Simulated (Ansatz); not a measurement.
TiSi:
Space group Pnma (No. 62); a = 6.5038 Å, b = 3.6334 Å, c = 4.9894 Å, α = β = γ = 90.00°

```tsv
atom	site	symmetry	x	y	z
Ti	4c	.m.	0.1759	0.2500	0.1285
Si	4c	.m.	0.0440	0.2500	0.6447
```

Relaxed at zero pressure with r²SCAN (plane waves, PAW; program Ansatz).

### Question
The volume is lowered by 6 % and shape and atoms relax at that volume. What pressure results, and how do the axes share the change?

### Answer
10.8 GPa; a -2.5 %, b -1.8 %, c -1.8 %; the energy rises by 28 meV/atom.

### Question
Give the new structure.

### Answer

Space group Pnma (No. 62); a = 6.3400 Å, b = 3.5685 Å, c = 4.8987 Å, α = 90.00°, β = 90.00°, γ = 90.00°

| atom | site | symmetry | x | y | z |
|---|---|---|---|---|---|
| Ti | 4c | .m. | 0.1751 | 0.2500 | 0.1285 |
| Si | 4c | .m. | 0.0442 | 0.2500 | 0.6449 |

The phase is kept; no other phase was compared at this pressure.

The workflow started from a Materials Project entry (that database holds measured and hypothetical structures alike); the Crystallography Open Database copy checked does not list it. COD files the formula under space group No. 25, so this cell is another polymorph or a model. Whether it is the stable phase at ambient conditions was not checked. The r²SCAN relaxation kept the symmetry of its start; whether a distortion lowers the energy is not shown. The run is not spin-polarised.

Potentials: the later of the program's two PAW sets.
